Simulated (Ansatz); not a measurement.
**Structures of Zn2Sb: which is lowest?**

Plane-wave DFT in Ansatz with scalar-relativistic PAW potentials, cutoff 420 eV, Γ-centred meshes chosen by cell and gap, Gaussian smearing with energies taken to zero width. Every cell was relaxed (cell and atoms) in a run of its own, within the symmetry of its start. Functional: PBE.

Relaxed structures (starts from databases or built by putting these elements on another compound's sites):
A. Immm, 3 atoms in the computed cell, a = 4.365 Å, b = 5.378 Å, c = 5.961 Å; sites (symmetry × multiplicity) Zn mm2 × 4, Sb mmm × 2; start: built
B. Fd-3m, 6 atoms in the computed cell, a = 7.775 Å; sites (symmetry × multiplicity) Zn .-3m × 16, Sb -43m × 8; start: built
C. I4_1/amd, 6 atoms in the computed cell, a = 5.304 Å, c = 14.240 Å; sites (symmetry × multiplicity) Zn 2mm. × 8, Sb -4m2 × 4; start: built
D. P4/nmm, 6 atoms in the computed cell, a = 4.710 Å, c = 5.898 Å; sites (symmetry × multiplicity) Zn -4m2 × 2 + 4mm × 2, Sb 4mm × 2; start: built

Task: Rank them by energy. Could pressure change the order?

Result:
| structure | group | E − E(lowest) (meV/atom) | V (Å³/atom) | gap on mesh (eV) |
| --- | --- | --- | --- | --- |
| A | Immm | 0.0 | 23.32 | 0.00 |
| D | P4/nmm | 62 | 21.81 | 0.00 |
| B | Fd-3m | 106 | 19.59 | 0.00 |
| C | I4_1/amd | 202 | 33.38 | 0.00 |

A is lowest, 62 meV/atom under D. B is denser by 3.74 Å³/atom, so pressure favours it: ΔE/ΔV, with ΔE in eV and 1 eV/Å³ = 160.2 GPa, gives about 4.5 GPa for equal enthalpy if both cells were rigid, a rough figure since the two compress differently. Other structures may lie lower than all of these, and vibrations aren't counted.

Spin-orbit coupling is left out, which matters for the bands of heavy elements.